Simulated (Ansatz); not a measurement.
All numbers below come from Ansatz 0.2.0, DFT PBE, scalar-relativistic, plane waves, PAW. All cells share a 420 eV cutoff and Γ-centred k meshes spaced about 0.3 Å⁻¹ or finer (0.25 for metals, 2π included). Collinear spin in cells that started with moments and kept them past the coarse steps, no spin elsewhere.

These are static total energies at zero pressure. All come from trial cells, and lower structures may exist.

Task: Which of these relaxed structures of Ti4Bi2Te is the lowest in energy?
A.

Space group P6/mmm (No. 191). a = 5.746 Å, b = 5.746 Å, c = 5.150 Å, α = 90.00°, β = 90.00°, γ = 120.00°
```json
{"atom": "Ti", "site": "3g", "symmetry": "mmm", "x": "0.5000", "y": "0.0000", "z": "0.5000"}
{"atom": "Ti", "site": "1a", "symmetry": "6/mmm", "x": "0.0000", "y": "0.0000", "z": "0.0000"}
{"atom": "Bi", "site": "2c", "symmetry": "-6m2", "x": "0.3333", "y": "0.6667", "z": "0.0000"}
{"atom": "Te", "site": "1b", "symmetry": "6/mmm", "x": "0.0000", "y": "0.0000", "z": "0.5000"}
```

B.

Space group I-42d (No. 122). a = 8.359 Å, b = 8.359 Å, c = 8.416 Å, α = 90.00°, β = 90.00°, γ = 90.00°
```tsv
atom	site	symmetry	x	y	z
Ti	16e	1	0.3250	0.5819	0.2192
Bi	8d	.2.	0.2500	0.8842	0.3750
Te	4a	-4..	0.0000	0.5000	0.2500
```

C.

Space group P-4m2 (No. 115). a = 3.964 Å, b = 3.964 Å, c = 10.039 Å, α = 90.00°, β = 90.00°, γ = 90.00°
```csv
atom,site,symmetry,x,y,z
Ti,1b,-4m2,0.5000,0.5000,0.0000
Ti,1a,-4m2,0.0000,0.0000,0.0000
Ti,2g,2mm.,0.5000,0.0000,0.2888
Bi,2g,2mm.,0.5000,0.0000,0.7878
Te,1c,-4m2,0.5000,0.5000,0.5000
```

Result: B. It has space group I-42d (No. 122); the next, C, with space group P-4m2 (No. 115), lies 47 meV/atom higher. Largest moments: B no spin, C 0.6 μB, A no spin. Counting Bi or Ti atoms around Te (for each partner element, those within 1.25 times its shortest distance or 1.15 times the sum of covalent radii, where it is the nearest in units of that sum or under 1.3; a plus sign parts groups by distance over the sum of covalent radii), the lowest has Te 8 and the next has Te 4+4.

Spin–orbit coupling, which can matter for Bi and Te, is left out. Another magnetic order may lie lower. Cells relaxed within their symmetry can be saddle points. Some types were kept out of the candidates beforehand, so the set may lack a known form.
